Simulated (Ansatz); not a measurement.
**Ca: computed property card**

Ca:
```cif
data_Ca
_chemical_formula_sum 'Ca1'
_space_group_name_H-M_alt 'P 1'
_space_group_IT_number 1
_cell_length_a 3.44877
_cell_length_b 3.44877
_cell_length_c 3.44877
_cell_angle_alpha 90.000
_cell_angle_beta 90.000
_cell_angle_gamma 90.000
loop_
_space_group_symop_operation_xyz
  'x, y, z'
loop_
_atom_site_label
_atom_site_type_symbol
_atom_site_fract_x
_atom_site_fract_y
_atom_site_fract_z
_atom_site_occupancy
Ca1 Ca 0.00000 0.00000 0.00000 1
```

Space group Pm-3m (No. 221), simple cubic; conventional cell a = 3.449 Å, b = 3.449 Å, c = 3.449 Å, α = 90.00°, β = 90.00°, γ = 90.00°.

Method: the program Ansatz at the PBEsol level (PAW). Structure relaxed to zero pressure with the same functional. Other levels are named where they apply.

**Cell and energy**

- Volume per atom: 41.02 Å³
- Density: 1.62 g/cm³

**Electronic structure**

- Electronic character: metallic (no gap)
- Density of states at the Fermi level: 0.89 states/eV per atom (mean over ±0.08 eV)

**Mechanics**

- Bulk modulus (Birch–Murnaghan fit) = 11.7 GPa
- Pressure derivative B′ = 3.5
- Elastic constants (relaxed ions, GPa) = C11 = 51.8, C12 = -8.2, C44 = -9.4
- Mechanical stability = unstable (C has a negative eigenvalue)

This is a known high-pressure phase of the composition, computed here at zero pressure and temperature. Symmetry was held in the PBEsol relaxation. As this level gives no gap, shear constants depend on the k-mesh and smearing (Fermi–Dirac, 0.1 eV here).

Potentials: the later of the program's two PAW sets.
